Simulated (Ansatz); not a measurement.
YSiPd in space group Pmmn (No. 59; Pearson symbol oP24), DFT-r²SCAN in the program Ansatz with PAW potentials, all energies at zero smearing, with the estimated change up to a 700 eV cutoff added, with one set of potentials and settings (totals compare only within such a set). Cell of 24 atoms (8 Y, 8 Si, 8 Pd): -91901.800 eV.

| element | reference phase | E (eV/atom) |
|---|---|---|
| Y | P6_3/mmc, 2 atoms in the cell | -3859.7073 |
| Si | Fd-3m, 2 atoms in the cell | -639.0667 |
| Pd | Fm-3m, 1 atoms in the cell | -6985.7456 |

Formation energy per atom, worked out: (-91901.800 − 8×(-3859.7073) − 8×(-639.0667) − 8×(-6985.7456))/24 = -1.068 eV/atom (-103 kJ per mol of atoms), at 0 K, without zero-point energy or fitted corrections.

The workflow started from a Materials Project entry (that database holds measured and hypothetical structures alike); the Crystallography Open Database copy checked does not list it. With Si and Pd taken as one species the cell has the higher symmetry Imma, so it may be an ordered model of a mixed-site phase. Its standing as an ambient phase is unchecked. The r²SCAN relaxation kept the symmetry of its start; its stability against distortions is not shown here. The run is not spin-polarised. The references are the lowest solids computed at this level, not always the standard phases.

Potentials: the later of the program's two PAW sets.
